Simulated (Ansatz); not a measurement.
# Al5GaAs6 (P-4m2) at 2 levels of theory

One geometry, relaxed with PBE; plane waves with PAW potentials in Ansatz, scalar-relativistic. No spin polarisation. Gaps are the least over mesh and band path; pressure is positive in compression.

Space group P-4m2 (No. 115). a = 4.054 Å, b = 4.054 Å, c = 17.182 Å, α = 90.00°, β = 90.00°, γ = 90.00°
```csv
atom,site,symmetry,x,y,z
Al,2e,2mm.,0.0000,0.0000,0.6669
Al,2f,2mm.,0.5000,0.5000,0.8335
Al,1a,-4m2,0.0000,0.0000,0.0000
Ga,1c,-4m2,0.5000,0.5000,0.5000
As,2g,2mm.,0.5000,0.0000,0.9167
As,2g,2mm.,0.5000,0.0000,0.2498
As,2g,2mm.,0.0000,0.5000,0.4160
```

| level | cutoff (eV) | k mesh | gap (eV) | pressure (GPa) |
| --- | --- | --- | --- | --- |
| PBE | 420 | 8×8×2 | 1.40 | 0.0 |

What comes out on the same cell with PBEsol?

```
 level  cutoff (eV)  k mesh  gap (eV)  pressure (GPa)
PBEsol          420   8×8×2      1.32            -2.1
```

The cell was found from a structure generator's guess, not taken from experiment.
